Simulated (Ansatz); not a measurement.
TcRu in space group P-6m2 (No. 187; Tc on 1a, Ru on 1d), PBE in the plane-wave PAW code Ansatz, all energies at zero smearing, with the estimated change up to a 700 eV cutoff added, with one set of potentials and settings (totals compare only within such a set). Cell of 2 atoms (1 Tc, 1 Ru): -11276.859 eV.

```csv
element,reference phase,E (eV/atom)
Tc,"P6_3/mmc, 2 atoms in the cell",-5398.0458
Ru,"P6_3/mmc, 2 atoms in the cell",-5878.6876
```

Formation energy per atom, worked out: (-11276.859 − 1×(-5398.0458) − 1×(-5878.6876))/2 = -0.063 eV/atom (-6 kJ per mol of atoms), at 0 K, without zero-point energy or fitted corrections.

The workflow started from a Materials Project entry (that database holds measured and hypothetical structures alike); the Crystallography Open Database copy checked does not list it. With Tc and Ru taken as one species the cell has the higher symmetry P6_3/mmc, so it may be an ordered model of a mixed-site phase. Its standing as an ambient phase is unchecked. The PBE relaxation kept the symmetry of its start; whether a distortion lowers the energy is not shown. The run is not spin-polarised. The references are the lowest solids computed at this level, not always the standard phases.

Potentials: the later of the program's two PAW sets.
